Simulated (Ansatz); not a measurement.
CdTe:
```xyz
2
Lattice="0.0000 3.0417 3.0417 3.0417 0.0000 3.0417 3.0417 3.0417 0.0000" Properties=species:S:1:pos:R:3 pbc="T T T"
Cd     0.0000     0.0000     0.0000
Te     3.0417     3.0417     3.0417
```

Relaxed with r²SCAN. Special points in fractions of this cell's reciprocal vectors: Γ (0.000, 0.000, 0.000); X (0.500, 0.000, 0.500); U (0.625, 0.250, 0.625); K (0.375, 0.375, 0.750); L (0.500, 0.500, 0.500); W (0.500, 0.250, 0.750).

Task: List the band energies nearest the Fermi level at these points for DFT-r²SCAN in the program Ansatz with PAW potentials.

Result: In eV from the Fermi level; about four levels below and three above (degenerate sets whole), none deeper than 8.9 eV; points with the same levels are listed once.

```
k                                below                above
-  -----------------------------------  -------------------
Γ  -8.69 -8.69 -8.69 -0.51 -0.51 -0.51  0.97 7.58 7.58 7.58
X              -4.24 -2.16 -2.16 -0.97       4.60 9.95 9.95
U              -8.04 -3.90 -3.74 -1.52       1.02 5.92 7.50
L        -8.60 -8.60 -5.29 -0.06 -0.06       3.22 4.39 4.39
W              -7.96 -3.39 -3.33 -3.33  2.63 5.27 7.13 7.13
```

Space group Fm-3m (rock salt). This is a known high-pressure phase of the composition, computed here at zero pressure and temperature. The cell was relaxed with r²SCAN under the symmetry of its start; its stability against distortions is not shown here. Scalar-relativistic: spin–orbit coupling is off unless named, which matters more the heavier the elements.

Potentials: the later of the program's two PAW sets.
